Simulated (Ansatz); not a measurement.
Here is the system:

CsBi$_{2}$ (cubic Laves (MgCu2 type), Fd-3m), a = 9.7854 Å, b = 9.7854 Å, c = 9.7854 Å, α = 90.00°, β = 90.00°, γ = 90.00°; the cell used has 6 atoms.

This is the r²SCAN-relaxed structure.

**Question.** All from r²SCAN in the plane-wave PAW code Ansatz, unless another level is named. Give the formation energy from the elements (no fitted shifts).

**Answer.** -0.35 eV/atom.

**Question.** What about the density of states at the Fermi level?

**Answer.** 0.45 states/eV per atom (mean over ±0.08 eV).

The first step of the workflow began from a Materials Project structure, measured or hypothetical; the Crystallography Open Database copy checked does not list it. Its standing as an ambient phase is unchecked. The cell was relaxed with r²SCAN under the symmetry of its start; its stability against distortions is not shown here. The references are the lowest solids computed at this level, not always the standard phases. Spin–orbit coupling is left out wherever it is not named.

Potentials: the later of the program's two PAW sets.
